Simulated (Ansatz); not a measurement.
Suppose YF takes space group P6_3mc (No. 186), with Y on 2b; F on 2b. Recipe of this trial structure of YF: close-packed anion layers stacked AB, with sites between them filled layer by layer (elements of the layers in order: F F).

Level of theory: DFT PBE, scalar-relativistic, plane waves, PAW (Ansatz 0.2.0). Cutoff 420 eV, Γ-centred mesh, Gaussian smearing, no spin polarisation.

The zero of energy is the elements' standard structures at the same level (F₂ as a molecule); no fitted shifts are applied.

Problem. Give the relaxed lattice parameters and positions.

Solution.

Space group P6_3mc (No. 186). a = 3.538 Å, b = 3.538 Å, c = 7.569 Å, α = 90.00°, β = 90.00°, γ = 120.00°
| atom | site | symmetry | x | y | z |
| --- | --- | --- | --- | --- | --- |
| Y | 2b | 3m. | 0.3333 | 0.6667 | 0.3316 |
| F | 2b | 3m. | 0.3333 | 0.6667 | 0.0415 |

Around Y lie 1 F at 2.20 Å and 3 F at 2.59 Å; F is surrounded by 1 Y at 2.20 Å and 3 Y at 2.59 Å. Another local minimum with the same sites may exist.

Problem. And its energy and gap?

Solution. The energy over the elements is −2.28 eV/atom and the gap on the 18×18×6 mesh of the 4-atom cell is 0 eV (a metal). It lies below the elements, which doesn't yet make it stable against other compounds or structures.

The last run used Gaussian smearing of 0.10 eV. Symmetry constrained the relaxation, so the result can be a saddle point.
